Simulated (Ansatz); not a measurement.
Si2Ru:
```cif
data_RuSi2
_chemical_formula_sum 'Si2 Ru1'
_space_group_name_H-M_alt 'P4/mmm'
_space_group_IT_number 123
_space_group_name_Hall '-P 4 2'
_cell_length_a 2.84771
_cell_length_b 2.84771
_cell_length_c 5.23572
_cell_angle_alpha 90.000
_cell_angle_beta 90.000
_cell_angle_gamma 90.000
loop_
_atom_site_label
_atom_site_type_symbol
_atom_site_symmetry_multiplicity
_atom_site_Wyckoff_symbol
_atom_site_fract_x
_atom_site_fract_y
_atom_site_fract_z
_atom_site_occupancy
Si1 Si 2 h 0.50000 0.50000 0.27909 1
Ru1 Ru 1 a 0.00000 0.00000 0.00000 1
```

Relaxed with PBEsol.

Problem. Which orbitals make up the states near the Fermi level in DFT-PBEsol in the program Ansatz with PAW potentials?

Solution. Within 0.5 eV of the Fermi level: Ru 4d 51 %, Si 3p 34 %, Si 3s 9 %. Projections are on Löwdin-orthogonalised atomic valence shells; empty p or d shells of many metals are not among them.

Problem. Tabulate the density of states.

Solution. States/eV per cell of 3 atoms, in 0.25 eV bins, energy from the Fermi level.

```csv
E (eV),total,Ru 4d,Si 3p,Si 3s
-7.85,0.60,0.24,0.14,0.21
-7.60,0.52,0.19,0.17,0.14
-7.35,0.52,0.18,0.21,0.10
-7.10,0.54,0.17,0.25,0.09
-6.85,0.61,0.19,0.30,0.08
-6.60,0.68,0.21,0.34,0.07
-6.35,0.98,0.35,0.49,0.07
-6.10,1.69,0.69,0.86,0.07
-5.85,1.41,0.65,0.65,0.06
-5.60,1.48,0.62,0.73,0.08
-5.35,2.52,1.27,1.06,0.12
-5.10,3.72,2.27,1.18,0.14
-4.85,2.27,1.28,0.79,0.11
-4.60,1.45,0.75,0.58,0.07
-4.35,1.36,0.66,0.61,0.05
-4.10,2.06,1.01,0.90,0.09
-3.85,1.55,0.80,0.66,0.05
-3.60,1.92,1.12,0.69,0.05
-3.35,3.02,1.67,1.14,0.10
-3.10,3.03,1.80,1.02,0.11
-2.85,3.17,2.21,0.78,0.07
-2.60,2.78,2.10,0.53,0.05
-2.35,2.09,1.59,0.39,0.03
-2.10,1.52,1.16,0.26,0.02
-1.85,1.74,1.38,0.29,0.03
-1.60,1.69,1.16,0.43,0.04
-1.35,1.34,0.74,0.48,0.06
-1.10,1.18,0.59,0.46,0.07
-0.85,0.81,0.32,0.37,0.07
-0.60,0.53,0.21,0.23,0.05
-0.35,0.56,0.27,0.18,0.06
-0.10,0.60,0.31,0.19,0.06
0.15,1.03,0.53,0.34,0.11
0.40,1.51,0.78,0.54,0.12
0.65,1.30,0.63,0.53,0.09
0.90,2.08,1.05,0.75,0.17
1.15,1.55,0.66,0.60,0.19
1.40,0.85,0.19,0.41,0.17
1.65,0.83,0.18,0.37,0.20
1.90,1.15,0.27,0.40,0.36
2.15,1.66,0.37,0.58,0.51
2.40,1.78,0.38,0.69,0.44
2.65,1.74,0.35,0.73,0.38
2.90,1.37,0.26,0.62,0.28
3.15,1.25,0.20,0.59,0.24
3.40,1.64,0.23,0.72,0.25
3.65,1.81,0.24,0.76,0.26
3.90,1.76,0.23,0.76,0.23
4.15,1.69,0.20,0.74,0.19
4.40,1.67,0.20,0.77,0.15
4.65,1.98,0.26,1.04,0.14
```

The workflow started from a Materials Project entry (that database holds measured and hypothetical structures alike); the Crystallography Open Database copy checked does not list it. Whether it is the stable phase at ambient conditions was not checked. The PBEsol relaxation kept the symmetry of its start; its stability against distortions is not shown here. The run is not spin-polarised. Spin–orbit coupling is left out wherever it is not named.

Potentials: the later of the program's two PAW sets.
